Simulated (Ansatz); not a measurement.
HgS:
```xyz
6
Lattice="4.0370 0.0000 0.0000 -2.0185 3.4961 0.0000 0.0000 0.0000 9.2811" Properties=species:S:1:pos:R:3 pbc="T T T"
Hg     2.7798     0.0000     6.1874
Hg    -1.3899     2.4074     3.0937
Hg     0.6286     1.0888     0.0000
S      2.0884     0.0000     1.5468
S     -1.0442     1.8086     7.7342
S      0.9743     1.6875     4.6405
```

Relaxed with LDA. Independent-particle spectrum: no excitons, no local fields, no scissors shift; 0.1 eV broadening; ε₁ of the summed bands alone.

Q: Tabulate the dielectric function from DFT-LDA in the program Ansatz with PAW potentials.

A: 

| E (eV) | ε₁ xx | ε₂ xx | ε₁ zz | ε₂ zz |
|---|---|---|---|---|
| 0.0 | 10.91 | 0.00 | 12.64 | 0.00 |
| 0.4 | 11.04 | 0.00 | 12.82 | 0.00 |
| 0.8 | 11.50 | 0.00 | 13.46 | 0.00 |
| 1.2 | 12.55 | 0.40 | 14.97 | 0.38 |
| 1.6 | 13.29 | 0.81 | 16.27 | 1.65 |
| 2.0 | 16.18 | 1.08 | 19.97 | 1.70 |
| 2.4 | 19.61 | 6.96 | 25.36 | 18.78 |
| 2.8 | 13.60 | 12.53 | 11.26 | 19.89 |
| 3.2 | 10.29 | 13.71 | 5.82 | 17.20 |
| 3.6 | 10.28 | 17.17 | 3.82 | 16.32 |
| 4.0 | 0.62 | 16.97 | 1.32 | 14.10 |
| 4.4 | -1.19 | 12.83 | -1.16 | 13.30 |
| 4.8 | -1.77 | 8.46 | -4.75 | 10.70 |
| 5.2 | -0.40 | 7.97 | -1.98 | 5.91 |
| 5.6 | -1.11 | 7.82 | -2.58 | 8.45 |
| 6.0 | -1.67 | 7.14 | -3.01 | 4.68 |
| 6.4 | -2.23 | 4.58 | -1.67 | 3.41 |
| 6.8 | -1.72 | 4.65 | -0.29 | 4.19 |
| 7.2 | -0.29 | 4.28 | 0.32 | 4.63 |
| 7.6 | -1.10 | 3.86 | -1.53 | 3.89 |
| 8.0 | -0.44 | 3.61 | -0.57 | 3.60 |
| 8.4 | -0.82 | 3.88 | -0.40 | 3.60 |
| 8.8 | -0.85 | 3.73 | -0.79 | 4.08 |
| 9.2 | -1.11 | 3.13 | -1.01 | 3.47 |
| 9.6 | -0.62 | 2.90 | -1.10 | 3.16 |
| 10.0 | -1.00 | 2.71 | -1.23 | 2.77 |
| 10.4 | -1.01 | 2.19 | -1.13 | 2.36 |
| 10.8 | -0.68 | 1.91 | -1.00 | 2.06 |
| 11.2 | -0.43 | 2.13 | -0.75 | 2.05 |
| 11.6 | -0.47 | 2.01 | -0.63 | 1.97 |
| 12.0 | -0.49 | 1.97 | -0.86 | 1.77 |

Q: From ε at 2.0 eV (xx: 16.18 + 1.08i), find n, k, the normal reflectivity and the absorption coefficient.

A: n = 4.02, k = 0.134, R = 36 %, α = 2kE/ħc = 27000 cm⁻¹.

With all bands, ε∞ without local fields is 11.1 (xx = yy), 12.9 (zz). DFPT, with local fields, gives 10.1 (xx = yy), 12.1 (zz).

Space group P3_221. Symmetry was held in the LDA relaxation. A crystal of weakly bound chains computed without a dispersion correction: the cell and the soft elastic constants depend strongly on that. Spin–orbit coupling is left out wherever it is not named.

Potentials: the later of the program's two PAW sets.
